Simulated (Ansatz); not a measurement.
YF3 in space group Pnma (No. 62; Y on 4c, F on 8d, F on 4c), plane-wave PAW r²SCAN (Ansatz code). The conduction-band minimum lies on the Γ–Z line, 95 % of the way from Γ, with 2 equivalent valleys. Second derivatives d²E/dk² of the lowest band at one valley (eV·Å²), along Cartesian directions:

| direction | d²E/dk² |
|---|---|
| [100] | 0.4784 |
| [010] | 3.341 |
| [001] | 4.582 |
| [110] | 1.910 |
| [101] | 2.531 |
| [011] | 3.962 |

Question: Find the principal effective masses, the density-of-states mass and the conductivity mass.

Answer: Off-diagonal terms follow from H_xy = H[110] − (H_xx + H_yy)/2, and m*/mₑ = 7.620 eV·Å² over each eigenvalue: 1.7, 2.3, 16. One valley's DOS mass (m₁m₂m₃)^(1/3) = 3.9, conductivity mass 3/(Σ 1/mᵢ) = 2.7 mₑ.

Question: What effective density of states Nc follows at 300 K for parabolic valleys?

Answer: Nc = 2.509e19 × 2 × (3.9)^(3/2) ≈ 3.9e20 cm⁻³.

The workflow started from a Materials Project entry (that database holds measured and hypothetical structures alike); the Crystallography Open Database files this formula in space group No. 62, but the cells were not matched. Its standing as an ambient phase is unchecked. The cell was relaxed with r²SCAN under the symmetry of its start; whether a distortion lowers the energy is not shown. No spin polarisation was allowed. Spin–orbit coupling is left out wherever it is not named.

Potentials: the later of the program's two PAW sets.

Edges and masses are those of Kohn–Sham bands, whose gap is no quasiparticle gap.
